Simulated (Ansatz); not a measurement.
**Fe: from a starting cell to a relaxed one**

The start is a relaxed Fe cell deformed by the Cartesian strain tensor (xx, yy, zz, yz, xz, xy) = (-0.102, -0.006, 0.086, 0.010, -0.040, 0.083). The cell and all atomic positions are relaxed at zero pressure with r2SCAN (plane waves to 500 eV, PAW, scalar-relativistic; Ansatz, a quantum-chemistry and plane-wave program). The first steps use a coarse 15×17×15 k-mesh.

The start:
```yaml
crystal:
  lattice:
    - [-1.22405, 1.31859, 1.62729]
    - [1.10945, -1.28994, 1.48405]
    - [1.46327, 1.52917, -1.59864]
  atoms:
    - { symbol: Fe, position: [0.00000, 0.00000, 0.00000] }
```
Spin-polarised start, with parallel moments on Fe.

Problem. What pressure does the first self-consistent step give?

Solution. +13.5 GPa (positive: the cell is compressed).

Problem. By how much does the energy per atom fall from start to end?

Solution. 0.19 eV/atom.

Problem. How does the volume change?

Solution. +4.2 %, from 11.29 to 11.76 Å³/atom.

Problem. Is the parent structure recovered?

Solution. It relaxes back to the parent, Im-3m (No. 229).

Problem. How do the shortest distances between atoms change?

Solution. The closest pairs of elements (up to four, under 3.6 Å), start → end: Fe–Fe 2.26 → 2.48 Å.

Problem. Is the relaxed structure metallic? Give its gap.

Solution. Zero (metallic).

Problem. What magnetic moments remain?

Solution. Net 2.64 μB/atom, ferromagnetic.

Relaxed structure:

```cif
data_Fe2
_chemical_formula_sum 'Fe2'
_space_group_name_H-M_alt 'Im-3m'
_space_group_IT_number 229
_space_group_name_Hall '-I 4 2 3'
_cell_length_a 2.86495
_cell_length_b 2.86495
_cell_length_c 2.86495
_cell_angle_alpha 90.000
_cell_angle_beta 90.000
_cell_angle_gamma 90.000
loop_
_atom_site_label
_atom_site_type_symbol
_atom_site_symmetry_multiplicity
_atom_site_Wyckoff_symbol
_atom_site_fract_x
_atom_site_fract_y
_atom_site_fract_z
_atom_site_occupancy
Fe1 Fe 2 a 0.00000 0.00000 0.00000 1
```
(The calculation used a cell of 1 atom; values per cell refer to that cell.)

Final values are on a 23×23×23 k-mesh of the relaxed cell. Spin state reached: ferromagnetic (net 2.64 μB/atom), from parallel starting moments; other spin orders were not run from this start. r2SCAN tends to overstate moments in metals.

The run could not lose the symmetry of its start.
